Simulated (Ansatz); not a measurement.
AlPt$_{3}$C (anti-perovskite, Pm-3m) at seven volumes, plane-wave PAW PBE (Ansatz code), scaled uniformly. One row is withheld.

```csv
V (Å³/atom),P (GPa)
13.265,24.50
13.702,14.86
14.139,?
14.577,0.00
15.014,-5.67
15.451,-10.40
15.889,-14.33
```

Problem. Fit the shown pressures and predict the withheld one.

Solution. Third-order Birch–Murnaghan: P = (3/2)B₀(x^(7/2) − x^(5/2))[1 + (3/4)(B′ − 4)(x − 1)] with x = (V₀/V)^(2/3). Least squares on the six rows gives V₀ = 14.577 Å³/atom, B₀ = 205.8 GPa, B′ = 4.94. At V = 14.139, x = 1.0205 and P = 6.77 GPa. The run itself gave 6.77 GPa.

The start of the workflow was typed in or built on a structure type; neither database checked (COD, Materials Project) lists it. Whether it is the stable phase at ambient conditions was not checked. The PBE relaxation kept the symmetry of its start; its stability against distortions is not shown here. No spin polarisation was allowed. Its formation energy is positive at this level, so the cell may be metastable or incomplete. Spin–orbit coupling is left out wherever it is not named.

Potentials: the later of the program's two PAW sets.
